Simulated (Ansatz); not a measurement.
CsSnBr3:
Space group Pm-3m (No. 221); a = b = c = 5.887 Å, α = β = γ = 90.00°

```tsv
atom	site	symmetry	x	y	z
Cs	1a	m-3m	0.0000	0.0000	0.0000
Sn	1b	m-3m	0.5000	0.5000	0.5000
Br	3c	4/mm.m	0.0000	0.5000	0.5000
```

Relaxed with PBE. PBE in the plane-wave PAW code Ansatz gives a gap of 0.63 eV.

**Question.** What gap does HSE06 give on the same cell (Ansatz, PAW)?

**Answer.** 1.02 eV, 0.39 eV more. The hybrid was solved on a coarser mesh and at special points; its gap is the smallest among all of these.

```json
[
 {"k": "Γ", "v1 PBE": "-2.69", "c1 PBE": "2.38", "v1 HSE06": "___", "c1 HSE06": "___"},
 {"k": "R", "v1 PBE": "0.00", "c1 PBE": "0.63", "v1 HSE06": "0.00", "c1 HSE06": "1.02"},
 {"k": "M", "v1 PBE": "-0.92", "c1 PBE": "1.14", "v1 HSE06": "___", "c1 HSE06": "___"},
 {"k": "X", "v1 PBE": "-1.89", "c1 PBE": "1.57", "v1 HSE06": "___", "c1 HSE06": "___"}
]
```

**Question.** Top valence (v1) and lowest conduction level (c1) in eV from each method's valence maximum (which need not be a listed point): supply the withheld HSE06 values.

**Answer.** 
- M, v1 HSE06: -1.07
- M, c1 HSE06: 1.54
- Γ, v1 HSE06: -3.35
- Γ, c1 HSE06: 2.87
- X, v1 HSE06: -2.20
- X, c1 HSE06: 2.01

Cost on shared cores: the PBE run (SCF on a 5×5×5 mesh, then bands and DOS) around 80 core-seconds (rough), the HSE06 run (SCF on 3×3×3, then a few points) about 5 core-minutes (a rough figure); the tasks are unlike.

Symmetry was held in the PBE relaxation; of distortions, only those at the zone centre were tested. Spin–orbit coupling is left out wherever it is not named.

Potentials: the later of the program's two PAW sets.
